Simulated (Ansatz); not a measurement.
Property card for NbP2

NbP2:
```
NbP2
1.0
    1.66149    -5.76420     0.00000
    1.66149     5.76420     0.00000
    0.00000     0.00000     5.08466
Nb P
2 4
Cartesian
  1.66149  -4.73014   2.55355
  1.66149   4.73014   0.01122
  1.66149  -0.84625   1.92886
  1.66149   0.84625   4.47119
  1.66149   2.29684   0.98365
  1.66149  -2.29684   3.52598
```

Space group Cmc2_1 (No. 36); conventional cell a = 3.323 Å, b = 11.528 Å, c = 5.085 Å, α = 90.00°, β = 90.00°, γ = 90.00°.

Method: DFT-r²SCAN in the program Ansatz with PAW potentials. Geometry: relaxed at this level of theory. Other levels are named where they apply.

**Cell and energy**

```json
{
  "volume_per_atom": "16.23 Å³",
  "density": "5.28 g/cm³",
  "Formation energy from the elements (no fitted shifts)": "-68 kJ/mol-atom"
}
```

**Electronic structure**

```json
{
  "electronic_character": "metallic (no gap)",
  "Density of states at the Fermi level": "0.63 states/eV per atom (mean over ±0.08 eV)"
}
```

**Charges**

```json
{
  "bader_charges": "Nb +1.37, P -0.80 to -0.58 e"
}
```

The start of the workflow was typed in or built on a structure type; neither database checked (COD, Materials Project) lists it. Its standing as an ambient phase is unchecked. The r²SCAN relaxation kept the symmetry of its start; whether a distortion lowers the energy is not shown. The run is not spin-polarised. The references are the lowest solids computed at this level, not always the standard phases. Spin–orbit coupling is left out wherever it is not named.

Potentials: the earlier of the program's two PAW sets. The files were generated under PBE; for other functionals the program regenerates the frozen cores, and for LDA and PBEsol the local potential too.
